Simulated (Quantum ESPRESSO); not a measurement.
# Si3Ge3PGa: input and log of a self-consistent run

Computed values, not a measurement. The program is pw.x of Quantum ESPRESSO 7.5 (plane-wave density functional theory). The cell is made up: 8 atoms on a zincblende/diamond lattice, with randomly drawn elements, strain and displacements, not relaxed. PseudoDojo standard norm-conserving files (v0.5 for PBE, v0.4.1 for LDA and PBEsol) set the functional; there is no spin polarisation, spin-orbit coupling or dispersion term, and the masses in the input are unused placeholders.

Input:

```
&control calculation='scf', pseudo_dir='./dojo.nc.sr.pbe.v0_5.standard.upf', outdir='./o', disk_io='medium', tprnfor=.true., tstress=.true. /
&system ibrav=0, nat=8, ntyp=4, nbnd=46, ecutwfc=79.96652505, nosym=.true., tot_charge=0,
 occupations='smearing', smearing='fd', degauss=0.0073498644
/
&electrons conv_thr=7.350e-09, electron_maxstep=60, /
ATOMIC_SPECIES
Ga 1.0 Ga.upf
Ge 1.0 Ge.upf
P 1.0 P.upf
Si 1.0 Si.upf
CELL_PARAMETERS angstrom
5.7301 -0.0864 0.0315
-0.0864 5.6333 -0.0262
0.0315 -0.0262 5.7584
ATOMIC_POSITIONS angstrom
Si -0.0735 -0.0325 -0.0649
Ge 0.1239 2.8607 2.7942
Ge 2.8488 -0.0311 2.891
P 2.7045 2.6478 -0.0981
Si 1.3707 1.4969 1.4869
Ga 1.2879 4.1346 4.3025
Ge 4.3607 1.3466 4.2859
Si 4.3741 4.1196 1.5323
K_POINTS automatic
6 6 6 1 1 1
```

The log is shortened where brackets say so; the opening notice, blank lines, dates and the lines on written files are dropped, and the path of the files is cut. It prints rydbergs, bohrs and kilobars, and counts compression as positive stress.

```
     Program PWSCF v.7.5
     Parallel version (MPI & OpenMP), running on       1 processor cores
     Number of MPI processes:                 1
     Threads/MPI process:                     1
     [start-up lines left out]
     bravais-lattice index     =            0
     lattice parameter (alat)  =      10.8297  a.u.
     unit-cell volume          =    1254.0104 (a.u.)^3
     number of atoms/cell      =            8
     number of atomic types    =            4
     number of electrons       =        72.00
     number of Kohn-Sham states=           46
     kinetic-energy cutoff     =      79.9665  Ry
     charge density cutoff     =     319.8661  Ry
     scf convergence threshold =      7.3E-09
     mixing beta               =       0.7000
     number of iterations used =            8  plain     mixing
     Exchange-correlation= PBE
                           (   1   4   3   4   0   0   0)
     [axes and pseudopotential details left out]
   Cartesian axes
     site n.     atom                  positions (alat units)
         1        Si     tau(   1) = (  -0.0128253  -0.0056711  -0.0113247  )
         2        Ge     tau(   2) = (   0.0216199   0.4991766   0.4875727  )
         3        Ge     tau(   3) = (   0.4971001  -0.0054268   0.5044638  )
         4        P      tau(   4) = (   0.4719205   0.4620267  -0.0171179  )
         5        Si     tau(   5) = (   0.2391797   0.2612009   0.2594560  )
         6        Ga     tau(   6) = (   0.2247315   0.7214652   0.7507628  )
         7        Ge     tau(   7) = (   0.7609184   0.2349744   0.7478662  )
         8        Si     tau(   8) = (   0.7632566   0.7188478   0.2673780  )
     number of k points=   108  Fermi-Dirac smearing, width (Ry)=  0.0073
     Number of k-points >= 100: set verbosity='high' to print them.
     Dense  grid:   121131 G-vectors     FFT dimensions: (  64,  64,  64)
     Estimated max dynamical RAM per process >     172.10 MB
     Initial potential from superposition of free atoms
     starting charge      71.9929, renormalised to      72.0000
     Starting wfcs are   52 randomized atomic wfcs
     total cpu time spent up to now is       51.0 secs
     per-process dynamical memory:   101.7 Mb
     Self-consistent Calculation
     iteration #  1     ecut=    79.97 Ry     beta= 0.70
     Davidson diagonalization with overlap
     ethr =  1.00E-02,  avg # of iterations =  3.4
     Threshold (ethr) on eigenvalues was too large:
     Diagonalizing with lowered threshold
     Davidson diagonalization with overlap
     ethr =  2.17E-04,  avg # of iterations =  6.6
     total cpu time spent up to now is      381.4 secs
     total energy              =    -728.01620690 Ry
     estimated scf accuracy    <       0.16999706 Ry
     iteration #  2     ecut=    79.97 Ry     beta= 0.70
     Davidson diagonalization with overlap
     ethr =  2.36E-04,  avg # of iterations =  2.0
     total cpu time spent up to now is      470.5 secs
     total energy              =    -728.02455412 Ry
     estimated scf accuracy    <       0.02825510 Ry
     iteration #  3     ecut=    79.97 Ry     beta= 0.70
     Davidson diagonalization with overlap
     ethr =  3.92E-05,  avg # of iterations =  3.1
     total cpu time spent up to now is      578.5 secs
     total energy              =    -728.03094889 Ry
     estimated scf accuracy    <       0.01547260 Ry
     iteration #  4     ecut=    79.97 Ry     beta= 0.70
     Davidson diagonalization with overlap
     ethr =  2.15E-05,  avg # of iterations =  2.4
     total cpu time spent up to now is      690.3 secs
     total energy              =    -728.03406654 Ry
     estimated scf accuracy    <       0.00094315 Ry
     iteration #  5     ecut=    79.97 Ry     beta= 0.70
     Davidson diagonalization with overlap
     ethr =  1.31E-06,  avg # of iterations =  7.5
     total cpu time spent up to now is      828.2 secs
     total energy              =    -728.03428904 Ry
     estimated scf accuracy    <       0.00011770 Ry
     iteration #  6     ecut=    79.97 Ry     beta= 0.70
     Davidson diagonalization with overlap
     ethr =  1.63E-07,  avg # of iterations =  2.6
     total cpu time spent up to now is      942.1 secs
     total energy              =    -728.03432185 Ry
     estimated scf accuracy    <       0.00002686 Ry
     iteration #  7     ecut=    79.97 Ry     beta= 0.70
     Davidson diagonalization with overlap
     ethr =  3.73E-08,  avg # of iterations =  2.0
     total cpu time spent up to now is     1059.9 secs
     total energy              =    -728.03432717 Ry
     estimated scf accuracy    <       0.00000122 Ry
     iteration #  8     ecut=    79.97 Ry     beta= 0.70
     Davidson diagonalization with overlap
     ethr =  1.69E-09,  avg # of iterations =  3.9
     total cpu time spent up to now is     1212.8 secs
     total energy              =    -728.03432762 Ry
     estimated scf accuracy    <       0.00000034 Ry
     iteration #  9     ecut=    79.97 Ry     beta= 0.70
     Davidson diagonalization with overlap
     ethr =  4.68E-10,  avg # of iterations =  2.0
     total cpu time spent up to now is     1321.4 secs
     total energy              =    -728.03432770 Ry
     estimated scf accuracy    <       0.00000003 Ry
     iteration # 10     ecut=    79.97 Ry     beta= 0.70
     Davidson diagonalization with overlap
     ethr =  3.74E-11,  avg # of iterations =  2.1
     total cpu time spent up to now is     1459.4 secs
     End of self-consistent calculation
     Number of k-points >= 100: set verbosity='high' to print the bands.
     the Fermi energy is     6.9193 ev
!    total energy              =    -728.03432771 Ry
     estimated scf accuracy    <          3.1E-09 Ry
     smearing contrib. (-TS)   =      -0.00185173 Ry
     internal energy E=F+TS    =    -728.03247598 Ry
     The total energy is F=E-TS. E is the sum of the following terms:
     one-electron contribution =    -455.48041095 Ry
     hartree contribution      =     271.47805947 Ry
     xc contribution           =    -185.83941014 Ry
     ewald contribution        =    -358.19071436 Ry
     convergence has been achieved in  10 iterations
     Forces acting on atoms (cartesian axes, Ry/au):
     atom    1 type  4   force =     0.02032132    0.01114968    0.04173028
     atom    2 type  2   force =    -0.06219243   -0.00134328    0.00743614
     atom    3 type  2   force =    -0.00124320   -0.01704283   -0.01354483
     atom    4 type  3   force =     0.02884320    0.03669570    0.03619169
     atom    5 type  4   force =     0.03861309   -0.08981714   -0.07323705
     atom    6 type  1   force =     0.04674992    0.04755740    0.03943996
     atom    7 type  2   force =    -0.01394045   -0.01510023    0.00866944
     atom    8 type  4   force =    -0.05715145    0.02790069   -0.04668563
     Total force =     0.194458     Total SCF correction =     0.000274
     Computing stress (Cartesian axis) and pressure
          total   stress  (Ry/bohr**3)                   (kbar)     P=      -25.22
  -0.00021748   0.00004510  -0.00003588          -31.99        6.63       -5.28
   0.00004510  -0.00010279   0.00013539            6.63      -15.12       19.92
  -0.00003588   0.00013539  -0.00019404           -5.28       19.92      -28.54
     init_run     :     43.96s CPU     50.91s WALL (       1 calls)
     electrons    :   1322.51s CPU   1408.41s WALL (       1 calls)
     forces       :     15.14s CPU     15.34s WALL (       1 calls)
     stress       :     55.17s CPU     55.40s WALL (       1 calls)
     [timing details left out]
     PWSCF        :  23m57.22s CPU  25m32.29s WALL
     JOB DONE.
```

In other units: free energy -9905.412 eV for the cell, pressure -2.52 GPa, largest force component 2.309 eV/Å. A rerun of this cell at 1377 eV and a 8 x 8 x 8 mesh moved values by no more than 0.002 eV in energy, 0.03 GPa in stress and 0.007 eV/Å in force.